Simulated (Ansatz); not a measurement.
Mg₂Sn:
```yaml
crystal:
  lattice:
    - [4.93994, 0.00000, 0.00000]
    - [-2.46997, 4.27811, 0.00000]
    - [0.00000, 0.00000, 6.14417]
  atoms:
    - { symbol: Mg, position: [0.00000, 0.00000, 0.00000] }
    - { symbol: Mg, position: [0.00000, 0.00000, 0.50000] }
    - { symbol: Mg, position: [0.66667, 0.33333, 0.25000] }
    - { symbol: Mg, position: [0.33333, 0.66667, 0.75000] }
    - { symbol: Sn, position: [0.66667, 0.33333, 0.75000] }
    - { symbol: Sn, position: [0.33333, 0.66667, 0.25000] }
```

Relaxed with LDA. Special points in fractions of this cell's reciprocal vectors: Γ (0.000, 0.000, 0.000); M (0.500, 0.000, 0.000); K (0.333, 0.333, 0.000); A (0.000, 0.000, 0.500); L (0.500, 0.000, 0.500); H (0.333, 0.333, 0.500).

**Question.** List the band energies nearest the Fermi level at these points for LDA in the plane-wave PAW code Ansatz.

**Answer.** In eV from the Fermi level; about four levels below and three above (degenerate sets whole), none deeper than 8.9 eV; points with the same levels are listed once.

```csv
k,below,above
Γ,-0.81 -0.81 -0.63 -0.21,1.50 1.85 1.85
M,-2.93 -2.02 -1.27 -0.36,1.18 1.66 2.32
K,-2.44 -2.27 -2.27 -0.31,2.03 2.35 2.35
A,-1.02 -1.02 -1.02 -1.02,0.51 0.51 1.11 1.11 1.11 1.11
L,-2.20 -2.20 -1.62 -1.62,1.51 1.51 2.66 2.66
H,-4.81 -4.81 -4.52 -4.52,0.78 0.78 2.64 2.64
```

Space group P6_3/mmc. The workflow started from a Materials Project entry (that database holds measured and hypothetical structures alike); the Crystallography Open Database copy checked does not list it. COD files the formula under space group No. 225, 227, so this cell is another polymorph or a model. With Mg and Sn taken as one species the cell has the higher symmetry P6/mmm, so it may be an ordered model of a mixed-site phase. Its standing as an ambient phase is unchecked. The LDA relaxation kept the symmetry of its start; of distortions, only those at the zone centre were tested. Spin–orbit coupling is left out wherever it is not named.

Potentials: the later of the program's two PAW sets.
